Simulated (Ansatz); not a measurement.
# An elastic constant from a strain scan in NaI

The calculation used Ansatz 0.2.0, DFT PBE, scalar-relativistic, plane waves, PAW. The runs took a 420 eV cutoff, a Γ-centred 6×6×6 mesh and Gaussian smearing (0.05 eV). No spin polarisation. Energies are free energies at this smearing, counted from the undisturbed cell; pressure is positive in compression.

Zero of the scan (as given, not relaxed at this level; it stands at 0.4 GPa):

```
Na I
1.0
     0.00000    3.23640    3.23640
     3.23640    0.00000    3.23640
     3.23640    3.23640    0.00000
Na I
1 1
Direct
  0.00000 0.00000 0.00000
  0.50000 0.50000 0.50000
```

The cell is strained by ε times the Voigt pattern (0, 0, 0, 0, 1, 0) (xx, yy, zz, yz, xz, xy; engineering shear) with fractional coordinates fixed. The cell holds 2 atoms in V0 = 67.80 Å³. The stress column is τ = (1/V0) dE/dε, got from the stress tensor σ (compression positive) at each point as −det(1 + εP) σ : P(1 + εP)⁻¹, with P the pattern as a tensor.

| ε | ΔE (meV/atom) | τ (GPa) |
| --- | --- | --- |
| -0.0175 | 0.243 | -0.130 |
| -0.0150 | 0.179 | -0.111 |
| -0.0125 | 0.125 | -0.093 |
| -0.0100 | 0.081 | -0.074 |
| -0.0075 | 0.046 | -0.056 |
| -0.0050 | 0.021 | -0.037 |
| -0.0025 | 0.006 | -0.019 |
| 0.0000 | 0.000 | 0.000 |
| 0.0025 | 0.006 | 0.019 |
| 0.0050 | 0.021 | 0.037 |
| 0.0075 | 0.046 | 0.056 |
| 0.0100 | 0.081 | 0.074 |
| 0.0125 | 0.125 | 0.093 |
| 0.0150 | 0.179 | 0.111 |
| 0.0175 | 0.243 | 0.130 |
| 0.0200 | ? | ? |

Question: Which combination of elastic constants does this scan measure, and how large is it?

Answer: For small ε, τ = τ0 + Kε with K = pᵀCp, which for this pattern is C44 in the cubic axes. The parabola through τ at ε = -0.0025, 0 and 0.0025 has slope K = 7.4 GPa at zero. The energies per cell, E = NΔE, of the wider pair ε = ±0.0175 give K = 2[E(ε₊)/ε₊ − E(ε₋)/ε₋]/[(ε₊ − ε₋)V0] = 7.5 GPa, in agreement. The start is under stress, which shifts K from the elastic constant by about the size of that stress.

Question: Predict the withheld row at ε = 0.0200 from the harmonic law, and compare.

Answer: ΔE = V0(τ0 ε + Kε²/2)/N = 0.314 meV/atom and τ = 0.15 GPa. The calculation gives 0.317 meV/atom and 0.15 GPa, a miss of 0.01 meV/atom at most, so the harmonic law still holds here.

Cost: 9 runs of about 0.85 core-minutes in all, on Arm Neoverse N1 (shared hosts).